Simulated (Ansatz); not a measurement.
All-electron card of YTl

```
Y Tl
1.0
     3.75100    0.00000    0.00000
     0.00000    3.75100    0.00000
     0.00000    0.00000    3.75100
Y Tl
1 1
Direct
  0.50000 0.50000 0.50000
  0.00000 0.00000 0.00000
```

Atom numbers follow the list: Y1, Tl2.

The cell comes from COD entry 1527195, which wasn't checked; take it as a given geometry.

No spin–orbit coupling, which matters for the heavy atoms here.

Methods: DFT, LDA, all-electron LAPW, scalar-relativistic (Ansatz 0.2.0); DFT, LDA, PAW with Ansatz's default frozen-core files, scalar-relativistic (Ansatz 0.2.0).

For LAPW: a Γ-centred 11×11×11 k mesh, Fermi–Dirac smearing of 0.08 eV, basis error target 0.25 meV/atom, no spin polarisation. PAW takes a cutoff of 420 eV at this cell (files made with PBE, cores remade for this functional). The Ansatz runs share mesh, smearing and spin set-up. Values come from LAPW unless marked.

```json
{
  "Pressure at this cell": "-2.99 GPa",
  "Volume per atom": "178.1 bohr³"
}
```

Predict this quantity. Bader charges (from the PAW run).

Y1 +1.26, Tl2 -1.26 e.

Give the computed value. Band gap.

none: bands cross the Fermi level, a metal.

Give the computed value. Density of states at the Fermi level (0.2 eV bin).

1.19 states/eV per cell.

Give the computed value. Löwdin charges (with 0.02 e of the cell spilling out of the atomic basis, so their sizes and signs hang on that basis).

Y1 0.56, Tl2 -0.54 e.
